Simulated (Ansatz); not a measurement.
Ca3SnH2 (space group Cmcm)

```
Ca3SnH2
1.0
    4.42423    -5.68098     0.00000
    4.42423     5.68098     0.00000
    0.00000     0.00000     5.23539
Ca Sn H
6 2 4
Direct
  0.89064   0.10936   0.25000
  0.10936   0.89064   0.75000
  0.40810   0.18622   0.25000
  0.59190   0.81378   0.75000
  0.18622   0.40810   0.75000
  0.81378   0.59190   0.25000
  0.69317   0.30683   0.75000
  0.30683   0.69317   0.25000
  0.15161   0.15161   0.00000
  0.84839   0.84839   0.00000
  0.84839   0.84839   0.50000
  0.15161   0.15161   0.50000
```

The slice is a (100) plane (indices of the conventional cell) through the point (0.152, 0.152, 0.000) (fractional), spanned by u = [001] and v = [1 -1 0] in vectors of this cell: u (5.24 Å) and v (11.36 Å, at 90° to u). It covers one period; positions are fractions (u, v).

These are r2SCAN (plane waves to 500 eV, PAW, scalar-relativistic; Ansatz, a first-principles code) values and carry that method's errors. k mesh 4×4×5. Inside the PAW spheres the values are not all-electron values, and peaks at nuclei hang on which shells count as valence. Ca3SnH2 was relaxed with its symmetry unable to fall.

### Question
Sketch the valence electron density on this plane as a map.

### Answer
```
|*+-:.-=**=-.:-+|
|=-:..:-==-:..:-|
|::.....::.....:|
|    .    ......|
|         ..... |
|        ...::..|
|.      ..:::::.|
|..     .::---::|
|:.......::----:|
|::-=+=:::-----:|
|:-+%%#=:::----:|
|:=#@@%+::::::::|
|.-#@@%+:..:::..|
|.:+#%*=. ......|
| .:==-.        |
|   ...    ...  |
|         .-==:.|
|....... .=*%#+:|
|...:::..:+%@@#-|
|:::::::::+%@@#=|
|::----:::=#%%+-|
|::-----:::=+=-:|
|::----::.......|
|.::---::.     .|
|..:::::..      |
| ..::...       |
|  .....        |
| ......    .   |
|::.....::.....:|
|=-:..:-==-:..:-|
|*+-:.-=**=-.:-+|
|%*=:.-+##+-.:=*|
```
Scale: ten equal steps from -1.46 (start of ' ') to 0.60 (end of '@'), in the order ' .:-=+*#%@'. Values: log₁₀ of the valence density in e/Å³. The map has 15 points along u (one character each, u = 0 at the left) and 32 along v (v = 0 in the bottom row). The scale is logarithmic, as a density can span decades between atoms and voids.
